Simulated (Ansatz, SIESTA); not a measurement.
## One calculation of CS2, 3 ways

```
S C
1.0
     3.64579   -2.99431    0.00000
     3.64579    2.99431    0.00000
     0.00000    0.00000    9.85126
S C
4 2
Direct
  0.18152 0.81848 0.88687
  0.31848 0.68152 0.38687
  0.68152 0.31848 0.61313
  0.81848 0.18152 0.11313
  0.50000 0.50000 0.50000
  0.00000 0.00000 0.00000
```

The cell comes from a database or a generator and needn't be the stable form of this composition.

Alike in all runs: task band structure; functional PBEsol; k mesh 6 × 6 × 3; occupations fermi-dirac, width 0.05 eV; no spin polarisation; no spin-orbit coupling. Pressure is positive in compression and, in plane waves, holds the error of the finite cutoff, which Ansatz's Pulay term estimates and takes out. Gaps are the smaller of the mesh's and the band path's.

```csv
program and potentials,plane-wave cutoff (eV),notes,band gap (eV),pressure (GPa),largest force (eV/Å)
"Ansatz, Ansatz PAW",420,"potentials made for PBE, which Ansatz adapts in part",?,?,?
"SIESTA, files PseudoDojo sr-pbesol-0.4.1-standard, DZP (energy shift 0.003 Ry)",-,atomic basis,3.44,1.63,1.533
"Ansatz, all-electron LAPW, scalar-relativistic",-,-,3.41,-0.10,0.048
```

Problem. Estimate from the other rows what the run with Ansatz, Ansatz PAW gave.

Solution. Band gap 3.41 eV; pressure -0.05 GPa; largest force 0.085 eV/Å. Its pressure holds a Pulay term of +0.05 GPa. The other rows, which needn't bracket it: band gap 3.41 to 3.44; pressure -0.10 to 1.63; largest force 0.048 to 1.533.
